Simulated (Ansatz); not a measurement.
Li2ZrO3:
```
CELL_PARAMETERS angstrom
      2.68496     4.51715     0.00000
     -2.68496     4.51715     0.00000
     -2.02295     0.00000     5.00258
ATOMIC_POSITIONS crystal
  Li 0.25864 0.25864 0.25000
  Li 0.74136 0.74136 0.75000
  Li 0.57500 0.57500 0.25000
  Li 0.42500 0.42500 0.75000
  Zr 0.90865 0.90865 0.25000
  Zr 0.09135 0.09135 0.75000
  O  0.50000 0.00000 0.00000
  O  0.00000 0.50000 0.50000
  O  0.84473 0.30662 0.98734
  O  0.15527 0.69338 0.01266
  O  0.30662 0.84473 0.51266
  O  0.69338 0.15527 0.48734
```

Relaxed with r²SCAN. Plane-wave PAW r²SCAN (Ansatz code) gives a gap of 4.47 eV.

Q: What gap does HSE06 give on the same cell (Ansatz, PAW)?

A: 5.52 eV, 1.05 eV more. The hybrid was solved on a coarser mesh and at special points; its gap is the smallest among all of these.

| k | v1 r²SCAN | c1 r²SCAN | v1 HSE06 | c1 HSE06 |
|---|---|---|---|---|
| Γ | 0.00 | 5.58 | 0.00 | 6.73 |
| Y | -0.02 | 4.47 | -0.01 | 5.52 |
| A | -0.24 | 5.98 | ___ | ___ |
| M | -0.35 | 5.12 | ___ | ___ |
| V2 | -0.13 | 5.49 | ___ | ___ |
| L2 | -0.12 | 4.67 | ___ | ___ |

Q: Top valence (v1) and lowest conduction level (c1) in eV from each method's valence maximum (which need not be a listed point): supply the withheld HSE06 values.

A: 
- M, v1 HSE06: -0.39
- M, c1 HSE06: 6.22
- V2, v1 HSE06: -0.14
- V2, c1 HSE06: 6.62
- L2, v1 HSE06: -0.13
- L2, c1 HSE06: 5.72
- A, v1 HSE06: -0.26
- A, c1 HSE06: 7.13

Cost on shared cores: the r²SCAN run (SCF on a 7×7×6 mesh, then bands and DOS) about 5 core-minutes (a rough figure), the HSE06 run (SCF on 4×4×3, then a few points) around 5 core-minutes (rough); the tasks are unlike.

Space group C2/c. The first step of the workflow began from a Materials Project structure, measured or hypothetical; the Crystallography Open Database files this formula in space group No. 15, but the cells were not matched. Its standing as an ambient phase is unchecked. The cell was relaxed with r²SCAN under the symmetry of its start; its stability against distortions is not shown here. The run is not spin-polarised. Scalar-relativistic: spin–orbit coupling is off unless named, which matters more the heavier the elements.

Potentials: the later of the program's two PAW sets.
